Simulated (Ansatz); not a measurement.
A geometry of Mg away from equilibrium: step 2 of the relaxation of a relaxed Mg cell displaced along its unstable phonon at q = (0, 0, ½) of its primitive reciprocal cell (120i cm⁻¹), largest move 0.15 Å. Calculation: r2SCAN (plane waves to 500 eV, PAW, scalar-relativistic; Ansatz, a program for electronic structure). Γ-centred k-mesh 12×12×6 on the run's cell (coarser than for final values), Fermi–Dirac smearing 0.05 eV.

```
Mg
1.0
    3.07668     0.00000     0.00000
   -1.53834     2.66425     0.00000
    0.00000     0.00000     6.04206
Mg
2
Direct
  0.06487   0.12974   0.00000
  0.93513   0.87026   0.50000
```

Which atoms carry the largest force, and which way does it point?

0.32 eV/Å, on Mg1, Mg2 (atoms numbered as listed); on Mg1 its components are (0.00, 0.32, 0.00).

What is the pressure?

-0.4 GPa, compression positive.

How much energy per atom can still be gained by relaxing?

0.21 eV/atom; the path ends in P6₃/mmc (No. 194) (hcp (Mg type)).

No spin polarisation in the result.

The run could not lose the symmetry of its start.

Of the parent cell (P6/mmm (No. 191)): it is a generated cell of Mg: the first start was made by placing the elements on the sites of a structure type, and the end was not matched to a known phase here, so it may be hypothetical. Known forms of Mg include space group No. 194.
